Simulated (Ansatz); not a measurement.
Ansatz (an electronic-structure program) input:

Ansatz 0.2 input:
```yaml
crystal:
  lattice:
    - [3.7688533145, -2.2559686294, 0.0]
    - [3.7688533145, 2.2559686294, 0.0]
    - [0.0, 0.0, 4.5028587273]
  atoms:
    - { symbol: Ga, position: [0.9913025128, 0.3338556289, 0.25] }
    - { symbol: Ga, position: [0.0086974872, 0.6661443711, 0.75] }
    - { symbol: Ga, position: [0.3338556289, 0.9913025128, 0.75] }
    - { symbol: Ga, position: [0.6661443711, 0.0086974872, 0.25] }
kpoints:
  mp_grid: { grid: [11, 11, 9] }
hamiltonian:
  xc: lda
  pseudopotentials: { kind: paw }
scf:
  occupations: { method: fermi_dirac, width: 0.1 }
phonons:
  method: dfpt
  response_accuracy: low
  eigenvectors: true
  rigid_motions: translations
```

Output (shortened):

```
Pseudopotential: Ga, paw, valence charge 13
Functional definition: SPW92
Crystal: 4 atoms, lattice volume = 76.570 Å³
Basis set: ecut = 420 eV, 1517 PW (Γ), exchange–correlation on 60×60×64 points (8 copies of the dense FFT grid, shifted against one another)
Bands: 32, of which v1, the nominal top of the filled ones, is band 26 counted from 1 (25 counted from 0)
Symmetry: 8 space group operations
k-points: 305 of 1089 (irreducible under 2 space group operations, time reversal used)
SCF iter   1: F=—  HF=-14827.869848 eV  |F-HF|=—  |Δ(HF+E_count)|=         —  Δρ=6.45e-3  dr2=1.52e-2  ethr=1.77e-3  ⟨swp⟩=5.5  Hψ=36182  notcnv=0
preconditioner: auto → LDOS
SCF iter   2: F=—  HF=-14827.867552 eV  |F-HF|=—  |Δ(HF+E_count)|=   2.30e-3  Δρ=2.71e-3  dr2=5.04e-3  ethr=2.91e-5  ⟨swp⟩=2.0  Hψ=21686  notcnv=0  defer=39
SCF iter   3: F=—  HF=-14827.864334 eV  |F-HF|=—  |Δ(HF+E_count)|=   3.22e-3  Δρ=1.37e-3  dr2=6.65e-4  ethr=9.68e-6  ⟨swp⟩=2.0  Hψ=17670  notcnv=0  defer=39
SCF iter   4: F=—  HF=-14827.863757 eV  |F-HF|=—  |Δ(HF+E_count)|=   5.78e-4  Δρ=2.19e-4  dr2=5.08e-5  ethr=1.28e-6  ⟨swp⟩=2.0  Hψ=17080  notcnv=0  defer=39
SCF iter   5: F=—  HF=-14827.863739 eV  |F-HF|=—  |Δ(HF+E_count)|=   1.79e-5  Δρ=4.19e-5  dr2=8.71e-7  ethr=9.78e-8  ⟨swp⟩=2.7  Hψ=17746  notcnv=0  defer=39
SCF iter   6: F=—  HF=-14827.863737 eV  |F-HF|=—  |Δ(HF+E_count)|=   1.30e-6  Δρ=5.03e-6  dr2=8.88e-9  ethr=1.67e-9  ⟨swp⟩=2.8  Hψ=18139  notcnv=0  defer=39
SCF iter   7: F=—  HF=-14827.863737 eV  |F-HF|=—  |Δ(HF+E_count)|=   5.23e-9  Δρ=3.86e-7  dr2=6.32e-11  ethr=1.71e-11  ⟨swp⟩=3.0  Hψ=17957  notcnv=0  defer=39
SCF iter   8: F=-14827.863737 eV  HF=-14827.863737 eV  |F-HF|=7.28e-12  |Δ(HF+E_count)|=  1.09e-11  Δρ=4.29e-8  dr2=1.76e-12  ethr=1.00e-12  ⟨swp⟩=6.4  Hψ=45513  notcnv=0
SCF 1 converged in 8 iterations: F = -14827.863737 eV  dr2 = 1.76e-12
DFPT response loops at Γ: preconditioner auto → Kerker (q_TF=auto, 2.558 Å⁻¹) (partly filled bands, converged f_vac=0.031) …
SCF converged after 8 iterations
Free energy (F): -14827.863737 eV
Harris-Foulkes:  -14827.863737 eV  (|F-HF|=7.28e-12)
Internal energy: -14827.835151 eV  (E = F + TS)
E sigma→0 (E₀):  -14827.849444 eV
Entropy (-TS):   -0.028587 eV (-7.147 meV/atom)
Fermi energy:    8.952485 eV
--- Per-component energies (eV) ---
  E_band       = -189.096316
  E_kinetic    = 465.668045
  E_local      = -7677.474032  (includes V_loc(G=0)·N_el)
  E_nonlocal   = 1697.569107
  E_hartree    = 3599.695090
  E_xc         = -278.324542
  E_vxc        = -237.875961  (∫ρ·V_xc dr)
  E_paw        = -7640.020721  (= ΣΔE_a)
  E_vpaw       = -1636.373156  (= ΣTr[D̂ρ^β])
  E_aug_tail   = -0.000493  (compensation charges beyond the density's cutoff)
  E_ewald      = -5001.861524
  E_core_change = 6.913920  (= ΣΔE_core)
  E_smearing   = -0.028587  (= −TS)
  E_closure    = 0.000000  (closes the sum)
  Σ components = -14827.863737   (vs F -14827.863737, Δ=0.00e0)
  [band-id]    e_kinetic+e_local+e_nonlocal+2·e_hartree+e_vxc+e_vpaw+e_augmentation_tail = -189.096310   (vs E_band -189.096316, Δ=6.40e-6)
--- Band table (eV; the first three rows and the last of 305) ---
  k-point 0: bands = ["-6.2974", "-6.2727", "-6.2532", "-6.2129", "-6.1281", "-6.1137", "-6.1094", "-6.0991", "-6.0359", "-6.0223", "-5.9909", "-5.9840", "-5.9623", "-5.9531", "-5.9193", "-5.8232", "-5.8189", "-5.7999", "-5.7776", "-5.7245", "-2.3741", …
  k-point 1: bands = ["-6.3001", "-6.2737", "-6.2359", "-6.2170", "-6.1317", "-6.1141", "-6.1083", "-6.0987", "-6.0600", "-6.0133", "-5.9922", "-5.9690", "-5.9563", "-5.9502", "-5.9216", "-5.8295", "-5.8266", "-5.7900", "-5.7884", "-5.7197", "-2.2816", …
  k-point 2: bands = ["-6.2987", "-6.2730", "-6.2280", "-6.1962", "-6.1383", "-6.1365", "-6.0996", "-6.0974", "-6.0807", "-6.0052", "-5.9921", "-5.9508", "-5.9434", "-5.9401", "-5.9273", "-5.8449", "-5.8399", "-5.8178", "-5.7696", "-5.7110", "-2.0027", …
  k-point 304: bands = ["-6.3084", "-6.2881", "-6.2531", "-6.2338", "-6.2263", "-6.2104", "-6.1932", "-6.1720", "-6.0492", "-6.0361", "-5.9865", "-5.9584", "-5.8926", "-5.8689", "-5.8165", "-5.8091", "-5.7653", "-5.7474", "-5.7135", "-5.7102", "1.1657", …
--- Phonons (Γ-DFPT): 3 representative perturbations + reference, on 305 of 1089 k-points (Σ response iterations 9) ---
  ASR residual: 2.836e-4 → 0.000e0 eV/Å²; symmetrization residual: 9.746e-6 eV/Å²
  ASR residual per site (eV/Å²): 2.84e-4 2.84e-4 2.84e-4 2.84e-4
  Γ frequencies (cm⁻¹): 0.00 0.00 0.00 68.24 74.57 90.74 92.43 163.24 188.03 196.79 220.98 248.70
  non-analytic LO–TO correction: not included (Born effective charges unavailable; polar crystals: no LO–TO splitting at Γ)
```

Cost: roughly 4 core-minutes on shared cores.

Space group Cmcm. The first step of the workflow began from a Materials Project structure, measured or hypothetical; the Crystallography Open Database files this formula in space group No. 63, but the cells were not matched. It is not the phase usual at ambient conditions (space group No. 64). Symmetry was held in the LDA relaxation; of distortions, only those at the zone centre were tested. As this level gives no gap, phonon frequencies hold no LO–TO term and depend on the k-mesh and smearing (Fermi–Dirac, 0.1 eV here). Scalar-relativistic: spin–orbit coupling is off unless named, which matters more the heavier the elements.

Potentials: the later of the program's two PAW sets.

Ansatz is a plane-wave DFT program.
